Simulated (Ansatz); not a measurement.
Input and command of a plane-wave DFT calculation in Ansatz:

```yaml
crystal:
  lattice:
    - [2.9162060726, 0.0, 0.0]
    - [0.0, 2.9162060726, 0.0]
    - [0.0, 0.0, 23.1862072679]
  atoms:
    - { symbol: Au, position: [0.5, 0.5, 0.3665972577] }
    - { symbol: Au, position: [0.0, 0.0, 0.4555324192] }
    - { symbol: Au, position: [0.5, 0.5, 0.5444675808] }
    - { symbol: Au, position: [0.0, 0.0, 0.6334027423] }
basis:
  ecutwfc: 500
kpoints:
  mp_grid: { grid: [10, 10, 1] }
hamiltonian:
  xc: r2scan
scf:
  occupations: { method: gaussian, width: 0.1 }
output:
  forces: true
  eigenvalues: true
  write_density: true
  write_potential: true
  elf: true
  volumetric_format: npy
relax:
  adjacent_minimum: "off"
  f_tol: 0.03
  max_steps: 70
  constraints: [{ sites: [0, 1] }]
efield:
  axis: 3
  dipole_correction: true
  ramp_width: 0.04
```

```bash
ansatz run input.yaml --threads 2 --pin off --max-ram 5120MiB --backend cpu --events-out ev --progress --plain --runs-dir out
```

Processor: Intel(R) Xeon(R) Platinum 8259CL CPU @ 2.50GHz (Skylake/Cascade Lake), 2 threads, on a host shared with other jobs.

Task: How long does it run, and how much memory does it take?

Result: About 85 s on 2 threads of Intel(R) Xeon(R) Platinum 8259CL CPU @ 2.50GHz (Skylake/Cascade Lake), on a shared host, peak memory 0.99 GiB. It solves 46 bands at 21 k points (the mesh reduced by symmetry) with about 5013 plane waves, in 24 SCF iterations over 3 ionic steps.
